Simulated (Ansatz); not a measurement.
Notes on Si2BIr6

```
CELL_PARAMETERS angstrom
6.57682 0.00000 0.00000
-3.28841 5.69570 0.00000
0.00000 0.00000 3.11874
ATOMIC_POSITIONS crystal
B 0.00000 0.00000 0.50000
Si 0.33330 0.66670 0.00000
Si 0.66670 0.33330 0.00000
Ir 0.60800 0.00000 0.50000
Ir 0.39200 0.39200 0.50000
Ir 0.00000 0.60800 0.50000
Ir 0.24700 0.00000 0.00000
Ir 0.75300 0.75300 0.00000
Ir 0.00000 0.24700 0.00000
```

Single point in Ansatz 0.2.0 with PBE, no spin polarisation. Cutoff 420 eV, PAW datasets, 6×6×11 Γ-centred k mesh, gaussian filling (width 0.2836 eV).

**Formation energy.** -0.03 eV an atom against the elements' usual phases (free molecules for gases, crystals otherwise, with no correction for O₂ or N₂), too near zero to call. Relaxing would lower it.
**Forces.** The largest is on Ir5 (and as large on other atoms): 0.83 eV/Å, components (0.41, 0.72, 0.00). It makes 74° with the line to a nearest neighbour, Si2 at 2.56 Å.
**Charges.** Bader charges in e: Si +1.04, B +0.18, Ir -0.42 to -0.34. In the mean Si gives up most and Ir takes most.
**Stress.** The pressure is 7.3 GPa (compression positive), so with the atoms held at these fractions the cell would first expand; the forces are large, so a full relaxation may end otherwise. The principal stresses 5.4, 8.2, 8.2 GPa differ, so its shape would change too.
**At the Fermi level.** It is a metal, with about 9.8 states/eV a cell as the mean within 0.25 eV of the Fermi level, mostly Ir d (86 %).

Origin: a known structure type with other elements, at an estimated volume, so it need not be a known compound. Caveats: many states at the Fermi level without spin polarisation, so a magnetic state may lie lower; wide smearing.
